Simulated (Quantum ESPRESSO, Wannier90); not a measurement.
**CsPbCl$_{3}$ (R32): Wannier90 run**

```xyz
5
Lattice="4.0032 2.3112 3.2956 -4.0032 2.3112 3.2956 0.0000 -4.6224 3.2956" Properties=species:S:1:pos:R:3 pbc="T T T"
Cs     0.0000     0.0000     4.9433
Pb     0.0000     0.0000     0.0000
Cl     1.9271     1.2846     1.6478
Cl    -2.0760     1.0266     1.6478
Cl     0.1489    -2.3112     1.6478
```

Structure: Materials Project mp-675022, symmetrised, not relaxed again. Not found in the COD (Crystallography Open Database) copy used, which has the formula in other groups; not checked further. Computed values, not measurements, from PBEsol: Quantum ESPRESSO (norm-conserving PseudoDojo potentials, cutoff 50 Ry, no spin polarisation, no spin-orbit coupling) on a Γ-centred 6×6×6 mesh, then Wannier90. Density: 6×6×6 mesh, cold smearing 0.01 Ry. Spin-orbit coupling is left out although heavy elements are present.

Bands 7-9 form an isolated set from -14.72 to -13.94 eV relative to the valence-band maximum (on the path) and are turned into 3 Wannier functions by minimising the spread from the start: atomic waves Cl 3s.

Problem. Where do the functions sit, how wide are they and what are they made of?

Solution. 
```tsv
functions	spread (Å²)	nearest atom, distance (Å)	second atom, distance (Å)	weight on atomic waves
3	1.19	Cl 0.01	Pb 2.84	Cl 3s 89 %, Pb 6p 5 %
```

Ω_I = 3.56 Å², Ω_total = 3.57 Å²; the interpolated bands follow pw.x to 0.0 meV rms on the path. Only this start was tried; a symmetric start can stop on a saddle, and mixtures of these functions could lower the total by at most Ω_total − Ω_I.
